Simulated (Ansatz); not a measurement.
Data:

Interlayer sliding in a free bilayer taken from bulk SnSe2 (CdI2 type): the upper half of the atoms below is shifted in the plane.

```
CELL_PARAMETERS angstrom
      3.82584     0.00000     0.00000
      1.91292     3.31327     0.00000
      0.00000     0.00000    24.38302
ATOMIC_POSITIONS crystal
  Se 0.66667 0.66667 0.30759
  Sn 0.00000 0.00000 0.37223
  Se 0.33333 0.33333 0.43687
  Se 0.66667 0.66667 0.56313
  Sn 0.00000 0.00000 0.62777
  Se 0.33333 0.33333 0.69241
```

In-plane vectors a = (3.826, 0.000) Å, b = (1.913, 3.313) Å, area 12.68 Å². The shift is s times the vector a + b (length 6.627 Å), so s = 1 restores the start. Atoms relax along the normal only. γ = [E(shift) − E(0)] / area.

Computed with r2SCAN+rVV10 (plane waves to 500 eV, PAW, scalar-relativistic; Ansatz, a first-principles code). k mesh 10×10×1 (Γ-centred), Fermi-Dirac smearing 0.05 eV. E is the zero-smearing estimate. SnSe2 was relaxed with its symmetry unable to fall. The zero of γ is zero shift.

The scan covers s from 0.000 to 0.917 in 12 points.

Task: At which s is γ highest?

Result: s = 0.667.

Task: Does γ have a local minimum between the ends of the line, and at which s?

Result: s = 0.333.

Task: By how much does the gap between the layers widen from the lowest to the highest stacking on this line?

Result: 0.8 Å.

Task: What is γ at the local minimum s = 0.333?

Result: 24 mJ/m².

Task: Which barrier is met on the easier way from s = 0 (or 1) to s = 0.333?

Result: 34 mJ/m².

(The slope of γ gives the shear force per area between the displaced halves; near zero shift its curvature is an elastic stiffness.)
